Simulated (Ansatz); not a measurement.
## BaGa₂H₂: energy along a strain

BaGa₂H₂, P-3m1, a = 4.529 Å, c = 4.899 Å (as given, not relaxed at this level: -1.8 GPa, forces to 0.08 eV/Å). The structure is a COD entry; whether it is the stable form wasn't checked. Ansatz: PBEsol, PAW, 420 eV, Γ-centred 12×12×10 mesh on 5 atoms, Gaussian smearing 0.15 eV; no spin polarisation. Cell vectors (Å): 4.529 0.000 0.000; -2.264 3.922 0.000; 0.000 0.000 4.899. The cell is strained by x per cent times the pattern (0 0 1 0 0 0) in the order xx yy zz yz xz xy (engineering shears), with fractional coordinates held. y is the free energy over the start, V0 = 17.402 Å³/atom.

| x (%) | y (meV/atom) |
| --- | --- |
| -6.00 | ? |
| -4.50 | 6.50 |
| -3.00 | 0.84 |
| -1.50 | -1.19 |
| 0.00 | 0.00 |
| 1.50 | 4.04 |
| 3.00 | 10.59 |
| 4.50 | 19.34 |
| 5.25 | 24.45 |
| 6.00 | 30.00 |

Problem. Fit y = c1 x + c2 x² + c3 x³ to the other rows, get the stiffness along the pattern, and predict the missing energy.

Solution. Least squares on the rows shown. y = 1.7711 x + 0.63802 x² − 0.016750 x³. The clamped-ion stiffness p·C·p = 2 × 6.380 eV × 160.2 / 17.402 Å³ = 117 GPa, which is C33 in these axes (second derivative at the start, which stands under stress). At x = -6.00 the fit asked for gives 15.96 meV/atom. The run gave 16.21 meV/atom, so the fit is 0.25 meV/atom too low, 0.8 % of the span of the series, against an rms of 0.02 meV/atom on the fitted rows. The row lies outside the fitted range. With a term in x⁴ added, a fit to the same known rows predicts 16.21 meV/atom, so most of the miss is curvature that the known rows already hold.